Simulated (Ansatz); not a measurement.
A geometry of ZrS2 away from equilibrium: step 4 of the relaxation of a relaxed ZrS2 cell with one S and one Zr atom exchanged in a cell of 3 atoms. Method: r2SCAN (plane waves to 500 eV, PAW, scalar-relativistic; Ansatz, a quantum-chemistry and plane-wave program). Γ-centred k-mesh 7×7×4 on the run's cell (coarser than for final values), Fermi–Dirac smearing 0.05 eV. The plane waves were selected for a different cell earlier on the path.

```
CELL_PARAMETERS angstrom
      3.64725     0.00000     0.00000
     -1.82363     3.15861     0.00000
      0.00000     0.00000     5.73684
ATOMIC_POSITIONS crystal
  S  0.00000 0.00000 0.95786
  S  0.33333 0.66667 0.33149
  Zr 0.66667 0.33333 0.71064
```

Problem. What forces act on the atoms (eV/Å)?

Solution. 
```json
[
 {"atom": "S1", "Fx": "0.00", "Fy": "0.00", "Fz": "-1.36"},
 {"atom": "S2", "Fx": "0.00", "Fy": "0.00", "Fz": "4.87"},
 {"atom": "Zr3", "Fx": "0.00", "Fy": "0.00", "Fz": "-3.51"}
]
```

The path ends in P-3m1 (No. 164) (CdI2 type). No spin polarisation in the result. No dispersion correction is included, so spacings between layers, chains or molecules are soft and tend to come out too large.

The run could not lose the symmetry of its start.
